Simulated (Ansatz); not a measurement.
InAs in space group Pm-3n (No. 223; In on 6c, As on 6d) under volume change, the program Ansatz at the PBE level (PAW), scaled uniformly.

```csv
V (Å³/atom),E − E(relaxed) (meV/atom),P (GPa)
33.554,41.6,4.40
34.660,17.4,2.67
35.766,4.1,1.22
36.872,0.0,0.00
37.978,3.7,-1.03
39.085,13.8,-1.89
40.191,29.4,-2.61
```

**Question.** What does a third-order Birch–Murnaghan fit give for V₀, B₀ and B′?

**Answer.** V₀ = 36.87 Å³/atom, B₀ = 37.2 GPa, B′ = 4.8.

The start of the workflow was typed in or built on a structure type; neither database checked (COD, Materials Project) lists it. It is not the phase usual at ambient conditions (space group No. 216). The cell was relaxed with PBE under the symmetry of its start; its stability against distortions is not shown here. The volume moved by 31 % from the start of the relaxation.

Potentials: the earlier of the program's two PAW sets.
